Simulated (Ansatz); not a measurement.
The calculation used DFT PBEsol, scalar-relativistic, plane waves, PAW in Ansatz.

Settings: cutoff 420 eV, Γ-centred mesh 15×15×6 on the computed 4-atom cell, Gaussian smearing of 0.10 eV; no spin polarisation.

```
CELL_PARAMETERS angstrom
3.29744 0.00000 0.00000
-1.64872 2.85567 0.00000
0.00000 0.00000 8.90631
ATOMIC_POSITIONS crystal
In 0.66667 0.33333 0.00000
Au 0.66667 0.33333 0.50000
Au 0.33333 0.66667 0.23278
Au 0.33333 0.66667 0.76722
```

Task: Is this geometry at equilibrium? Which atom feels the largest force?

Result: It isn't. Atom 3 (Au) feels (0.00, 0.00, 0.76) eV/Å, 0.764 eV/Å in size, and symmetry-related atoms feel the same size.

Task: Give all forces and the stress.

Result:
| atom | Fx | Fy | Fz |
| --- | --- | --- | --- |
| In1 | 0.000 | 0.000 | 0.000 |
| Au2 | 0.000 | 0.000 | 0.000 |
| Au3 | 0.000 | 0.000 | 0.764 |
| Au4 | 0.000 | 0.000 | -0.764 |
Stress (GPa, compression positive):
```
 -8.85   0.00   0.00
  0.00  -8.85   0.00
  0.00   0.00 -11.90
```

Spin–orbit coupling is left out, which can shift energies with elements as heavy as these.